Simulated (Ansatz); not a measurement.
CuCl:
```yaml
crystal:
  lattice:
    - [3.88085, 0.00000, 0.00000]
    - [-1.94043, 3.36092, 0.00000]
    - [0.00000, 0.00000, 9.14118]
  atoms:
    - { symbol: Cu, position: [0.25131, 0.25131, 0.50000] }
    - { symbol: Cu, position: [0.74869, 0.00000, 0.83333] }
    - { symbol: Cu, position: [0.00000, 0.74869, 0.16667] }
    - { symbol: Cl, position: [0.54545, 0.54545, 0.00000] }
    - { symbol: Cl, position: [0.45455, 0.00000, 0.33333] }
    - { symbol: Cl, position: [0.00000, 0.45455, 0.66667] }
```

Relaxed with PBE+D3(BJ). Special points in fractions of this cell's reciprocal vectors: Γ (0.000, 0.000, 0.000); M (0.500, 0.000, 0.000); K (0.333, 0.333, 0.000); A (0.000, 0.000, 0.500); L (0.500, 0.000, 0.500); H (0.333, 0.333, 0.500).

### Question
List the band energies nearest the valence-band maximum at these points for the program Ansatz at the PBE+D3(BJ) level (PAW).

### Answer
In eV from the valence-band maximum; about four levels below and three above (degenerate sets whole), none deeper than 8.9 eV; points with the same levels are listed once.

```
k                         below           above
-  ----------------------------  --------------
Γ       -0.66 -0.53 -0.25 -0.25  1.83 3.74 3.74
M       -0.57 -0.38 -0.33 -0.31  2.82 3.94 4.00
K       -0.83 -0.62 -0.33 -0.33  3.87 3.99 3.99
A       -0.83 -0.59 -0.15 -0.15  2.67 2.67 3.57
L       -0.83 -0.76 -0.15 -0.14  3.12 3.57 3.66
H  -0.80 -0.80 -0.71 -0.71 0.00  3.82 4.46 4.46
```

Space group P3_121. The start of the workflow was typed in or built on a structure type; neither database checked (COD, Materials Project) lists it. It is not the phase usual at ambient conditions (space group No. 216). Symmetry was held in the PBE+D3(BJ) relaxation; its stability against distortions is not shown here. The workflow began spin-polarised and lost its moments.

Potentials: the later of the program's two PAW sets.
